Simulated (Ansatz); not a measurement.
H4NF in space group P6_3mc (No. 186; H on 6c, H on 2b, N on 2b, F on 2b), DFT-r²SCAN+D4 in the program Ansatz with PAW potentials. The conduction-band minimum lies at Γ, with 1 equivalent valley. Second derivatives d²E/dk² of the lowest band at one valley (eV·Å²), along Cartesian directions:

| direction | d²E/dk² |
|---|---|
| [100] | 12.06 |
| [010] | 12.06 |
| [001] | 12.05 |
| [110] | 12.06 |
| [101] | 12.05 |
| [011] | 12.05 |

Problem. Find the principal effective masses, the density-of-states mass and the conductivity mass.

Solution. Off-diagonal terms follow from H_xy = H[110] − (H_xx + H_yy)/2, and m*/mₑ = 7.620 eV·Å² over each eigenvalue: 0.63, 0.63, 0.63. One valley's DOS mass (m₁m₂m₃)^(1/3) = 0.63, conductivity mass 3/(Σ 1/mᵢ) = 0.63 mₑ.

Problem. What effective density of states Nc follows at 300 K for parabolic valleys?

Solution. Nc = 2.509e19 × 1 × (0.63)^(3/2) ≈ 1.3e19 cm⁻³.

Problem. With the computed static dielectric constant 4.01 (mean of the diagonal), estimate a hydrogenic donor's binding energy and radius.

Solution. E = 13.606 eV × 0.63/4.01² ≈ 530 meV; a = 0.529 Å × ε/m* ≈ 3.4 Å. Semilocal masses tend to be too small where the gap is.

The workflow started from a Materials Project entry (that database holds measured and hypothetical structures alike); the Crystallography Open Database files this formula in space group No. 186, but the cells were not matched. Its standing as an ambient phase is unchecked. The cell was relaxed with r²SCAN+D4 under the symmetry of its start; phonons on a q-mesh show no instability.

Potentials: the later of the program's two PAW sets.
